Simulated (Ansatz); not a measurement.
# Run record: elastic constants by finite strains of Sb (R-3m)

Method: LDA, all-electron LAPW in Ansatz 0.2.0, scalar-relativistic.

Cell and atoms were relaxed beforehand by PAW with this functional.

Launched as:

```sh
ansatz run input.yaml --threads 1 --pin off --max-ram 2560MiB --backend cpu --events-out ev --progress --plain --runs-dir out
```

Input:

```yaml
crystal:
  lattice:
    - [2.14594281091, 1.23896065954, 3.65074883948]
    - [-2.14594281091, 1.23896065954, 3.65074883948]
    - [0.0, -2.47792131909, 3.65074883948]
  atoms:
    - { symbol: Sb, position: [0.236287233193, 0.236287233193, 0.236287233193] }
    - { symbol: Sb, position: [0.763712766807, 0.763712766807, 0.763712766807] }
kpoints:
  mp_grid: { grid: [14, 14, 14] }
scf:
  occupations: { method: fermi_dirac, width: 0.08 }
hamiltonian:
  xc: lda
  pseudopotentials: { kind: all_electron, lapw: { basis_error: 0.001 } }
elastic:
  mode: relaxed_ion
  stencil: two_point
  amplitude: 0.005
```

Output:

```
Warning: RAYON_NUM_THREADS=1 ignored (pool sized by the plan → 1); use --threads N
LAPW: plane waves up to 8.083 Å⁻¹, error target 1.0e-3 eV per atom; small_component_spin mean_spin; Sb in spheres of 1.411 Å, 23 of its electrons in bands, Dirac shells [] (how accurate: ...
Engine: ansatz 0.2.0, aarch64-unknown-linux-gnu
Pseudopotentials: kind: all_electron
Pseudopotential: Sb, LAPW, valence charge 23, lapw/all_electron/scalar/gaussian/Sb, Koelling and Harmon's equation, gaussian nucleus
Functional definition: SPW92
  exchange = slater_x
  correlation = pw_c
Crystal: 2 atoms, lattice volume = 58.238 Å³
Basis set: ecut = 248.93859102083866 eV, 531 PW (Γ), exchange–correlation at level 2
Bands: 28, of which v1, the nominal top of the filled ones, is band 23 counted from 1 (22 counted from 0)
Symmetry: 12 space group operations
Space group: R-3m (ITA 166), of the structure as read, at distance tolerance 3.9e-5 Å
k-points: 288 of 2744
Non-local potential: Sb, projectors of the file, none
Initial density: superposition of atomic densities (chi_scale 0.1, normalization cell)
Initial wavefunctions: plane waves of lowest kinetic energy (no species holds an atomic orbital)
Functional: x = slater, c = lda
iter 1 solved again at ethr=1.61e-4 eV; its pass at ethr=1.00e-1 eV (dr2=7.40e-2 eV) is discarded
SCF iter   1: F=—  HF=-352439.403446 eV  |F-HF|=—  |Δ(HF+E_count)|=         —  Δρ=1.27e-2  dr2=7.55e-2  ethr=1.61e-4  ⟨swp⟩=3.0  Hψ=53634  notcnv=0
preconditioner: auto → Kerker (q_TF=auto, 2.623 Å⁻¹)  [metal: Δε(μ)=0.121 eV  Ē_g=9.641 eV  σ=0.080 eV  W_gap=0.33  n_scr=14 (ndim 8)  ℏωp=15.4 eV  f_vac=0.013  D(μ)=0.23/eV (n_scr^D=0)]
SCF iter   2: F=—  HF=-352439.388812 eV  |F-HF|=—  |Δ(HF+E_count)|=   1.46e-2  Δρ=8.48e-3  dr2=4.08e-2  ethr=1.61e-4  ⟨swp⟩=2.0  Hψ=22744  notcnv=0
SCF iter   3: F=—  HF=-352439.383191 eV  |F-HF|=—  |Δ(HF+E_count)|=   5.62e-3  Δρ=2.75e-3  dr2=6.04e-3  ethr=8.88e-5  ⟨swp⟩=2.0  Hψ=22731  notcnv=0
SCF iter   4: F=—  HF=-352439.381144 eV  |F-HF|=—  |Δ(HF+E_count)|=   2.05e-3  Δρ=1.01e-3  dr2=1.19e-3  ethr=1.31e-5  ⟨swp⟩=2.0  Hψ=22734  notcnv=0
SCF iter   5: F=—  HF=-352439.380885 eV  |F-HF|=—  |Δ(HF+E_count)|=   2.58e-4  Δρ=4.00e-4  dr2=1.38e-4  ethr=2.58e-6  ⟨swp⟩=2.0  Hψ=22724  notcnv=0
SCF iter   6: F=—  HF=-352439.380896 eV  |F-HF|=—  |Δ(HF+E_count)|=   1.05e-5  Δρ=1.70e-4  dr2=2.63e-5  ethr=3.01e-7  ⟨swp⟩=2.0  Hψ=22730  notcnv=0
iter 7 solved again at ethr=4.09e-9 eV; its pass at ethr=5.72e-8 eV (dr2=1.88e-6 eV) is discarded
SCF iter   7: F=—  HF=-352439.380891 eV  |F-HF|=—  |Δ(HF+E_count)|=   4.23e-6  Δρ=4.83e-5  dr2=1.88e-6  ethr=4.09e-9  ⟨swp⟩=2.0  Hψ=39268  notcnv=0
SCF iter   8: F=—  HF=-352439.380891 eV  |F-HF|=—  |Δ(HF+E_count)|=   5.75e-7  Δρ=1.23e-5  dr2=9.36e-8  ethr=4.08e-9  ⟨swp⟩=2.0  Hψ=22734  notcnv=0
SCF iter   9: F=—  HF=-352439.380891 eV  |F-HF|=—  |Δ(HF+E_count)|=   2.04e-9  Δρ=3.84e-6  dr2=1.03e-8  ethr=2.04e-10  ⟨swp⟩=2.0  Hψ=22728  notcnv=0
SCF iter  10: F=—  HF=-352439.380891 eV  |F-HF|=—  |Δ(HF+E_count)|=   1.34e-9  Δρ=9.84e-7  dr2=7.01e-10  ethr=2.23e-11  ⟨swp⟩=2.0  Hψ=22729  notcnv=0
[... 134 lines left out ...]
SCF 32 converged in 2 iterations: F = -352439.380692 eV  dr2 = 1.32e-14
SCF converged after 9 iterations
Free energy (F): -352439.380891 eV
Harris-Foulkes:  -352439.380891 eV  (|F-HF|=1.75e-10)
Internal energy: -352439.374722 eV  (E = F + TS)
E sigma→0 (E₀):  -352439.377807 eV
Entropy (-TS):   -0.006168 eV (-3.084 meV/atom)
Fermi energy:    12.943804 eV
--- Per-component energies (eV) ---
  E_band       = -1781.776105
  E_kinetic    = 371332.099145
  E_xc         = -8987.022249
  E_electrostatic = -714784.451618  (all electrons and nuclei)
  E_smearing   = -0.006168  (= −TS)
  E_closure    = 0.000000  (closes the sum)
  Σ components = -352439.380891   (vs F -352439.380891, Δ=0.00e0)
  Basis errors (estimates in eV, not in F): energy 4.0e-4 per atom: plane waves 3.6e-4 (2.0e-4 summed), levels above the bands 1.8e-30, relativity 4.5e-9, radial functions 3.8e-5, core shells 1.2e-8; eigenvalues (radial functions ...
--- Forces (eV/Å), atoms counted from 1 ---
  atom   1  Sb     0.00000000    -0.00000000    -0.00000005
  atom   2  Sb    -0.00000000     0.00000000     0.00000005
  max |Σ_I F_I| component: 4.63e-18 eV/Å
--- Stress (GPa, compression-positive) ---
        0.034849       0.000000      -0.000000
        0.000000       0.034849       0.000000
       -0.000000       0.000000       0.022602
  P = ⅓ Tr σ = 0.0308 GPa (0.308 kbar)
--- Elastic constants: 3 strain directions × 2 members + reference (group order 12) ---
  dense FFT box of the reference and of every strained cell: 24×24×24
  strains applied: 11, 33, 23; error gains: componentwise 1.00 (the most a stress slope's error grows in a printed constant), spectral 1.41 (1 for all six strains in a standard setting)
  reference relaxed by the batch: 3 steps; max|allowed force component| 4.59e-4 eV/Å at the deck's positions, 2.20e-8 at the last accepted step, 4.65e-8 by the solve of record
  largest displacement 5.5e-5 Å; the constants are those of the deck's cell at these positions:
  atoms:
    - { symbol: Sb, position: [0.23628220710337677, 0.23628220710337677, 0.23628220710337677] }
    - { symbol: Sb, position: [0.7637177928966233, 0.7637177928966233, 0.7637177928966234] }
  C = ∂σ_k/∂η_j (tension-positive GPa; Voigt order 11 22 33 23 13 12):
       103.640     28.953     30.519    -24.998      0.000      0.000
        28.953    103.640     30.519     24.998      0.000      0.000
        30.514     30.514     56.831      0.000      0.000      0.000
       -24.975     24.975      0.000     44.048      0.000      0.000
        -0.000      0.000     -0.000     -0.000     44.048    -24.975
        -0.000      0.000     -0.000     -0.000    -24.998     37.343
  reference stress σ⁰ (GPa):     -0.035     -0.035     -0.023     -0.000      0.000     -0.000
  no Pulay correction (none for the plane-wave cutoff is built on LAPW): the batch's stresses and constants are at fixed plane waves
  C* (energy form; C + prestress term) asymmetry max|C*_kj − C*_jk| = 2.373e-2 GPa — a small one proves nothing (zero by symmetry where the batch's group is 432, −43m or m−3m); a large one is finite-difference/SCF noise where ...
  moduli (Voigt/Reuss/Hill, GPa): K = 49.34/45.68/47.51   G = 36.70/23.62/30.16   E = 74.67   ν = 0.238
  mechanically stable: yes (min eigenvalue of sym C = 15.49 GPa)
  where every solve meets its electron count the energy-path curvature estimates C_jj along a normal strain and C_jj − ¼(σ⁰_aa + σ⁰_bb) along a shear (ab), closely only under elastic.basis: deformed
  strain η (Voigt 11):  stress-route row diagonal C_11 = 103.64 GPa, energy-path curvature d²(F+E_count)/dδ²/Ω₀ = 103.69 GPa
         δ    σ_11 (GPa)             F (eV)   n_scf  n_hpsi   n_pw
    -5.000e-3      -0.5572     -352439.3803539       2  169367    540   relax 4 steps, max|allowed force component| 4.15e-5 eV/Å
     5.000e-3       0.4792     -352439.3804856       2  170273    540   relax 3 steps, max|allowed force component| 1.27e-5 eV/Å
  strain η (Voigt 33):  stress-route row diagonal C_33 = 56.83 GPa, energy-path curvature d²(F+E_count)/dδ²/Ω₀ = 56.84 GPa
         δ    σ_33 (GPa)             F (eV)   n_scf  n_hpsi   n_pw
    -5.000e-3      -0.3127     -352439.3805879       2   66169    540   relax 2 steps, max|allowed force component| 2.87e-5 eV/Å
     5.000e-3       0.2556     -352439.3806773       2   66177    540   relax 3 steps, max|allowed force component| 1.64e-6 eV/Å
  strain η (Voigt 23):  stress-route row diagonal C_44 = 44.05 GPa, energy-path curvature d²(F+E_count)/dδ²/Ω₀ = 44.08 GPa
         δ    σ_23 (GPa)             F (eV)   n_scf  n_hpsi   n_pw
    -5.000e-3      -0.2217     -352439.3806896       2  170002    540   relax 7 steps, max|allowed force component| 4.56e-6 eV/Å
     5.000e-3       0.2188     -352439.3806916       2  171231    540   relax 3 steps, max|allowed force component| 3.20e-5 eV/Å
```

Self-consistency was reached.

Elastic constants:

Elastic constants of a crystal by Kohn-Sham DFT: slopes of the stress over finite engineering strains of the given cell, Voigt indices, Cartesian axes as in the input.

```
Pressure at rest         : 0.031 GPa
Least elastic eigenvalue : 15.49 GPa
Elastically stable       : yes
```

| index | elastic (GPa) |
| --- | --- |
| 11 | 103.6 |
| 12 | 28.95 |
| 13 | 30.52 |
| 14 | -24.99 |
| 33 | 56.83 |
| 44 | 44.05 |

### Strained cells

Stress of each strained cell less that at rest, tension positive.

```
strain component  strain  stress xx (GPa)  stress yy (GPa)  stress zz (GPa)  stress yz (GPa)  stress xz (GPa)  stress xy (GPa)  relaxation steps
              xx  -0.005          -0.5224          -0.1455          -0.1565           0.1286                0                0                 4
              xx   0.005            0.514           0.1441           0.1486          -0.1212                0                0                 3
              zz  -0.005          -0.1559          -0.1559          -0.2901                0                0                0                 2
              zz   0.005           0.1493           0.1493           0.2782                0                0                0                 3
              yz  -0.005           0.1233          -0.1306          -0.0029          -0.2217                0                0                 7
              yz   0.005          -0.1266           0.1195           -0.003           0.2188                0                0                 3
```

Elastic moduli:

Hill averages of a grain aggregate, Debye temperature from the mean sound speed over directions.

```json
{
  "Bulk modulus": "47.51 GPa",
  "Shear modulus": "30.16 GPa",
  "Young modulus": "74.67 GPa",
  "Poisson ratio": "0.238",
  "Bulk over shear modulus": "1.575",
  "Elastic anisotropy index": "2.848",
  "Least young modulus": "42.78 GPa",
  "Largest young modulus": "138.2 GPa",
  "Longitudinal sound speed": "3554 m/s",
  "Transverse sound speed": "2084 m/s",
  "Elastic debye temperature": "211.6 K",
  "Linear compressibility (x, y, z)": "4.639, 4.639, 12.61 1/TPa"
}
```

Known limits: responses of metals move with mesh and smearing; elastic stability says nothing of phonons or of other phases.

Cost: 62 min on 1 thread of Arm Neoverse V1 (shared host), peak memory 2.2 GiB.
